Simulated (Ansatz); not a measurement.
PdOTe (Janus 1T monolayer), relaxed with r2SCAN. In-plane lattice: a = 3.583 Å, b = 3.583 Å, γ = 120.0°; thickness between the outer nuclei 2.30 Å. Pd has 3 O at 2.23 Å and 3 Te at 2.53 Å; O has 3 Pd at 2.23 Å; Te has 3 Pd at 2.53 Å.

```yaml
crystal:
  lattice:
    - [3.58300, 0.00000, 0.00000]
    - [-1.79150, 3.10297, 0.00000]
    - [0.00000, 0.00000, 29.60273]
  atoms:
    - { symbol: Pd, position: [0.00000, 0.00000, 0.31095] }
    - { symbol: O, position: [0.33333, 0.66667, 0.33939] }
    - { symbol: Te, position: [0.66667, 0.33333, 0.26174] }
```
Periodic in the plane only; c spans the vacuum.

The questions ask for values computed with the plane-wave code Ansatz on this geometry. Non-magnetic throughout. Whether this structure exists isn't addressed.

Task: What gap does r2SCAN give, and where are the band edges?

Result: r2SCAN gives no gap: the lowest nominally empty band dips 0.04 eV below the top of the last filled one (its bottom at K, the top at K–Γ (0.50 of the way from K)), so the cell is a metal or semimetal at this level.

Task: How does the gap change from r2SCAN to LDA (12×12×1)?

Result: LDA gives no gap: the lowest nominally empty band dips 0.13 eV below the top of the last filled one (its bottom at K, the top at K–Γ (0.50 of the way from K)), so the cell is a metal or semimetal at this level.

Task: Estimate the gap with PBE on 12×12×1.

Result: With PBE the bands overlap by 0.12 eV (counted from 1, band 20 peaks at K–Γ (0.50 of the way from K) and band 21 bottoms out at K): no gap.

Task: Estimate the gap with PBE+SOC on 12×12×1.

Result: With PBE+SOC the bands overlap by 0.24 eV (counted from 1, band 40 peaks at K–Γ (0.50 of the way from K) and band 41 bottoms out at K): no gap. Spin-orbit coupling itself accounts for -0.119 eV.

Task: What does HSE06 give for the gap (6×6×1 mesh)?

Result: The HSE06 gap is indirect, 0.43 eV (K–Γ (0.50 of the way from K) to K), below the direct gap of 1.43 eV at K–Γ (0.20 of the way from K).

Task: What do these levels agree on?

Result: The levels disagree on the kind of gap: indirect with HSE06; no gap with LDA, PBE, PBE+SOC, r2SCAN.

Only the levels marked +SOC include spin-orbit coupling.

Where an edge lies off the special points, it is a point of the mesh or the k point where a search put PBE's edge or least direct gap, reused for the other functionals, whose own edges may lie a little apart; PBE's own value is read along its path and can be a few hundredths of an eV high.

The meshes of the hybrids are coarse, so their gaps aren't converged to the digits shown.

For some runs the program warns that the potential is rough where the density is thin, which bears on empty states near the vacuum.
